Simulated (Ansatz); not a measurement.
Data:

Starting cell, MgO (rock salt):

```
MgO
1.0
    0.00000     4.25375     4.25375
    2.12687     2.12687     4.25375
    2.12687     2.12687     0.00000
O Mg
2 2
Direct
  0.00000   0.00000   0.00000
  0.50000   0.00000   0.00000
  0.00000   0.50000   0.50000
  0.50000   0.50000   0.50000
```

A phonon eigenvector at X = (0.5, 0.5, 0.0) is frozen into this cell: atom i moves by Q times the vector below, so Q is the largest atomic displacement, in Å. The cell is held. (q is in reciprocal vectors of the primitive cell; the cell shown is doubled to hold the pattern.)

| atom | x | y | z |
|---|---|---|---|
| O1 | 0.000 | 0.000 | -1.000 |
| O2 | 0.000 | 0.000 | 1.000 |
| Mg3 | 0.000 | 0.000 | -0.091 |
| Mg4 | 0.000 | 0.000 | 0.091 |

The numbers are results of PBE (plane waves to 420 eV, PAW, scalar-relativistic; Ansatz, an electronic-structure program), not measurements. k mesh 13×13×13 (Γ-centred), Fermi-Dirac smearing 0.05 eV. The energy includes the smearing's −TS. MgO was relaxed with its symmetry unable to fall. The zero of ΔE is the undisplaced structure.

The scan covers Q from -0.180 to 0.180 Å in 13 points.

Question: Which space group does the distorted structure have?

Answer: P4/nmm (No. 129), lowered from Fm-3m.

Question: Is this a single well or a double well?

Answer: A single well with its minimum at or next to zero displacement.

Question: What is the energy change at Q = 0.180 Å?

Answer: 546 meV/cell.

Question: What harmonic wavenumber does the curvature at Q = 0 give?

Answer: 526 cm⁻¹.

(A displaced cell: forces are minus the slopes of the energy, force constants its curvatures, and phonons follow from these.)
